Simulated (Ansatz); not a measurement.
A relaxed database cell of Na₂CO₃: P6₃/mmc (No. 194), hP12; a = b = 5.216 Å, c = 6.132 Å, α = β = 90.00°, γ = 120.00°; Na 2c (0.333, 0.667, 0.250); Na 2a (0.000, 0.000, 0.000); C 2d (0.667, 0.333, 0.250); O 6h (0.382, 0.191, 0.250). All values below come from r2SCAN (plane waves to 500 eV, PAW, scalar-relativistic; Ansatz, an electronic-structure program). Element references, the lowest calculated here: Na (P6₃/mmc, not the ambient form), C (R-3m), O (C2/m, ferromagnetic, forced by one molecule a cell; α-O2 is antiferromagnetic); gases are represented by their molecular solids.

Total energies (eV/atom, σ → 0; comparable only within this code, potentials and settings):

```tsv
phase	E (eV/atom)
Na2CO3 (P6₃/mmc)	-822.991
Na (P6₃/mmc)	-1488.615
C (R-3m)	-251.669
O (C2/m)	-566.007
```

Question: What is the formation energy of this P6₃/mmc form of Na2CO3 from the elements?

Answer: E_f = -822.991 − [2 × (-1488.615) + 1 × (-251.669) + 3 × (-566.007)] / 6 = -1.84 eV/atom (-11.0 eV per formula unit).

A lower structure of this composition may exist.

Static energies, no anion corrections, no zero-point energy. Values are rounded to 0.01 eV/atom. Not shown to be the ambient phase of their composition (a lower form may be missing, and a cell relaxed within its start's symmetry can be a saddle point): Na2CO3 (P6₃/mmc). The compounds carry no spin polarisation.
